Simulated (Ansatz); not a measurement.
## YCo2, a database entry at a rescaled volume

```
Y Co
1.0
     0.00000    3.66163    3.66163
     3.66163    0.00000    3.66163
     3.66163    3.66163    0.00000
Y Co
2 4
Direct
  0.00000 0.00000 0.00000
  0.25000 0.25000 0.25000
  0.62500 0.62500 0.62500
  0.12500 0.62500 0.62500
  0.62500 0.62500 0.12500
  0.62500 0.12500 0.62500
```

Single point in Ansatz 0.2.0 with r2SCAN, with U_eff = 3.5 eV on Co d (all-electron-ortho-atomic projectors), no spin polarisation. Cutoff 500 eV, PAW datasets, 8×8×8 Γ-centred k mesh, fermi-dirac filling (width 0.0379 eV).

Stress: The pressure is -12.9 GPa (compression positive), so with the atoms held at these fractions the cell would first shrink.
Contacts: Co–Co at 2.59 Å: least valence density 0.28 e/Å³ and ELF 0.31 there. Y–Co at 3.04 Å: least valence density 0.16 e/Å³ and ELF 0.14 there. Y–Y at 3.17 Å: least valence density 0.10 e/Å³ and ELF 0.04 there. Both are smooth PAW fields, read partly inside the augmentation spheres.
At the Fermi level: It is a metal, with about 7.7 states/eV a cell as the mean within 0.25 eV of the Fermi level, mostly Co d (74 %) and Y d (16 %).
Charges: Bader charges in e: Y +1.54, Co -0.77. In the mean Y gives up most and Co takes most.

Origin: a database entry at a rescaled volume. Caveats: no spin polarisation, so a magnetic state may lie lower; atoms or cell far from equilibrium.
